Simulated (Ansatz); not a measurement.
## LiTi2O4 in Ansatz, relaxation

The command:

```bash
ansatz run input.yaml --threads 2 --pin off --max-ram 2560MiB --backend cpu --events-out ev --progress --plain --runs-dir out
```

Input:

```yaml
crystal:
  lattice:
    - [0.0, 4.25682682, 4.25682682]
    - [4.25682682, 0.0, 4.25682682]
    - [4.25682682, 4.25682682, 0.0]
  atoms:
    - { symbol: Li, position: [0.0, 0.0, 0.0] }
    - { symbol: Li, position: [0.25, 0.25, 0.25] }
    - { symbol: Ti, position: [0.625, 0.625, 0.625] }
    - { symbol: Ti, position: [0.125, 0.625, 0.625] }
    - { symbol: Ti, position: [0.625, 0.625, 0.125] }
    - { symbol: Ti, position: [0.625, 0.125, 0.625] }
    - { symbol: O, position: [0.39, 0.39, 0.39] }
    - { symbol: O, position: [0.42, 0.86, 0.86] }
    - { symbol: O, position: [0.39, 0.39, 0.83] }
    - { symbol: O, position: [0.86, 0.42, 0.86] }
    - { symbol: O, position: [0.83, 0.39, 0.39] }
    - { symbol: O, position: [0.86, 0.86, 0.86] }
    - { symbol: O, position: [0.39, 0.83, 0.39] }
    - { symbol: O, position: [0.86, 0.86, 0.42] }
  symmetry: { tolerance: 0.0003 }
kpoints:
  mp_grid: { grid: [7, 7, 7], shift: [0, 0, 0] }
magnetization:
  spin_polarized: false
scf:
  occupations: { method: gaussian, width: 0.0367 }
  lower_state_search: "off"
hamiltonian:
  pseudopotentials: { kind: paw }
  xc: pbesol
basis:
  ecutwfc: 420
  fft_grid_basis: typed
relax:
  max_steps: 80
  cell: { p_target: 0.0 }
  f_tol: 0.03
output:
  forces: true
  stress: true
  eigenvalues: true
  bader: true
  populations: true
  elf: true
  write_potential: true
  volumetric_format: npy
  dos:
    e_range: [-12, 8]
    de: 0.05
    projected: { site_lists: { Li: [Li], O: [O], Ti: [Ti] } }
checkpoint:
  read: saved_state
```

Origin of the cell: a database entry, scaled a little.

The saved state is a converged single point of the same cell.

Steps («new basis» is an SCF on plane waves selected anew at the same cell):

```tsv
step	ΔF (meV/atom)	max force component (eV/Å)	P (GPa)	volume (Å³)	SCF iterations	step was
1	0.0	0.116	-6.30	154.27	5	accepted
2	-15.1	0.010	-2.12	148.26	5	accepted
3	-17.0	0.002	0.18	145.77	5	accepted
4	-17.0	0.000	0.00	145.94	4	accepted
5	-15.1	0.000	-0.34	145.94	6	new basis
6	-15.3	0.000	0.00	145.60	4	accepted
7	-15.2	0.000	-0.01	145.60	5	new basis
```

Before:

Space group Fd-3m (No. 227); the run's cell has a = 6.020 Å, b = 6.020 Å, c = 6.020 Å, α = 60.00°, β = 60.00°, γ = 60.00°. Shortest distances: O–Ti 2.01 Å, Li–O 2.06 Å, O–O 2.65 Å, Ti–Ti 3.01 Å, Li–Ti 3.53 Å.

The relaxed structure.

Space group Fd-3m (No. 227); the run's cell has a = 5.905 Å, b = 5.905 Å, c = 5.905 Å, α = 60.00°, β = 60.00°, γ = 60.00°. Shortest distances: Li–O 1.99 Å, O–Ti 1.99 Å, O–O 2.66 Å, Ti–Ti 2.95 Å, Li–Ti 3.46 Å.

```xyz
14
Lattice="0.0000 4.1755 4.1755 4.1755 0.0000 4.1755 4.1755 4.1755 0.0000" Properties=species:S:1:pos:R:3 pbc="T T T"
Li    0.0000    0.0000    0.0000
Li    2.0878    2.0878    2.0878
Ti    5.2194    5.2194    5.2194
Ti    5.2194    3.1316    3.1316
Ti    3.1316    3.1316    5.2194
Ti    3.1316    5.2194    3.1316
O     3.2338    3.2338    3.2338
O     7.2049    5.3216    5.3216
O     5.1172    5.1172    3.2338
O     5.3216    7.2049    5.3216
O     3.2338    5.1172    5.1172
O     7.2049    7.2049    7.2049
O     5.1172    3.2338    5.1172
O     5.3216    5.3216    7.2049
```

```yaml
Free_energy_lowered_by: 15.2 meV/atom
Volume_change: -5.62 %
Final_pressure: -0.01 GPa
Relaxation_steps_listed: 7
Gap_on_the_mesh: none (metal)
```

Caveats: no moments, though an odd count or open d shells may carry them; the relaxation held the start's symmetry, so the end may be a saddle point.

The run took 200 s of wall time on 2 CPU thread(s) of a shared host, from a saved density.
